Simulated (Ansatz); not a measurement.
SiTe:
```
CELL_PARAMETERS angstrom
      5.07974     0.00000     0.00000
      0.00000     5.07974     0.00000
      0.00000     0.00000     4.21953
ATOMIC_POSITIONS crystal
  Si 0.00000 0.50000 0.27088
  Si 0.50000 0.00000 0.72912
  Te 0.50000 0.50000 0.00000
  Te 0.00000 0.00000 0.00000
```

Relaxed with r²SCAN+D4. Special points in fractions of this cell's reciprocal vectors: Γ (0.000, 0.000, 0.000); X (0.000, 0.500, 0.000); M (0.500, 0.500, 0.000); Z (0.000, 0.000, 0.500); R (0.000, 0.500, 0.500); A (0.500, 0.500, 0.500).

List the band energies nearest the Fermi level at these points for r²SCAN+D4 (plane waves, PAW; program Ansatz).

In eV from the Fermi level; about four levels below and three above (degenerate sets whole), none deeper than 8.9 eV; points with the same levels are listed once.

```
k                    below                above
-  -----------------------  -------------------
Γ  -2.24 -2.24 -1.55 -0.45       0.32 1.74 4.02
X  -2.21 -2.21 -0.59 -0.59  1.65 1.65 4.32 4.32
M  -2.30 -2.30 -0.86 -0.86  0.05 0.05 1.69 1.69
Z  -2.68 -2.36 -2.24 -2.24       1.05 1.32 1.32
R  -3.98 -3.98 -1.02 -1.02  1.86 1.86 2.07 2.07
A  -4.48 -4.48 -3.44 -3.44  0.33 0.33 3.10 3.10
```

Space group P4/nmm. The start of the workflow was typed in or built on a structure type; neither database checked (COD, Materials Project) lists it. Its standing as an ambient phase is unchecked. The r²SCAN+D4 relaxation kept the symmetry of its start; whether a distortion lowers the energy is not shown. Its formation energy is positive at this level, so the cell may be metastable or incomplete. Spin–orbit coupling is left out wherever it is not named.

Potentials: the later of the program's two PAW sets.
